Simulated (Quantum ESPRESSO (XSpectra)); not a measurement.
**The core hole at the Si K edge of YSi2 (P6/mmm)**

```
CELL_PARAMETERS angstrom
      4.07549     0.00000     0.00000
     -2.03775     3.52948     0.00000
      0.00000     0.00000     3.99013
ATOMIC_POSITIONS crystal
  Y  0.00000 0.00000 0.00000
  Si 0.33333 0.66667 0.50000
  Si 0.66667 0.33333 0.50000
```

Geometry: Materials Project entry mp-2568 (a computed structure). The cell is the entry's, not relaxed again.

Absorber: atom 2, Si on Wyckoff site d (site symmetry -6m2), with 3 Si at 2.35 Å.

All values are from Quantum ESPRESSO (XSpectra) (LDA, no, half or full core hole, dipole K-edge X-ray absorption, plane waves, Troullier-Martins potentials made with ld1.x and PseudoDojo potentials for the other elements (Perdew-Zunger form enforced), scalar-relativistic, no spin, constant broadening).

Full-hole run: 18-atom cell (absorber images 7.1 Å apart), 58 Ry, k meshes 4×4×3 (SCF) and 5×5×4 (spectrum), Lorentzian half width 0.7 eV. The ground-state test found no gap over 0.25 eV with this functional, so the cell is neutral with smeared occupations; energies count from the Fermi level. Field directions run: x; z, weighted by the site's symmetry in the crystal. Intensities are scaled to a mean of 1 over 0–35 eV.

The half-hole run shares these settings; the run without a hole takes the primitive cell with a 8×8×7 mesh.

```csv
core hole,mean 0–10 eV,mean 10–20 eV,mean 20–30 eV,highest value below 30 eV
none (primitive cell),1.12,1.00,1.05,1.5
half,1.24,0.96,0.98,1.6
full,1.34,0.93,0.92,1.6
```

From no hole to a full hole the mean over the first 10 eV goes from 1.12 through 1.24 to 1.34: the hole pulls absorption towards the edge. The cell size was not varied. Each run counts from its own energy zero.
